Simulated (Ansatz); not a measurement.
Zr:
Space group P6₃/mmc (No. 194); a = b = 3.232 Å, c = 5.171 Å, α = β = 90.00°, γ = 120.00°

```json
[
 {"atom": "Zr", "site": "2d", "symmetry": "-6m2", "x": "0.6667", "y": "0.3333", "z": "0.2500"}
]
```

Relaxed at zero pressure with the program Ansatz at the PBE level (PAW).

The volume is raised by 6 % and shape and atoms relax at that volume. What pressure results, and how do the axes share the change?

-4.9 GPa; a 2.1 %, b 2.1 %, c 1.7 %; the energy rises by 23 meV/atom.

Give the new structure.


Space group P6₃/mmc (No. 194); a = b = 3.3000 Å, c = 5.2565 Å, α = β = 90.00°, γ = 120.00°

```csv
atom,site,symmetry,x,y,z
Zr,2d,-6m2,0.6667,0.3333,0.2500
```

The phase is kept; no other phase was compared at this pressure.

Space group P6_3/mmc (hcp (Mg type)). Symmetry was held in the PBE relaxation. No spin polarisation was allowed. Axis ratios of metals converge slowly with the k-mesh, so a and c are less sure than the volume.

Potentials: the later of the program's two PAW sets.
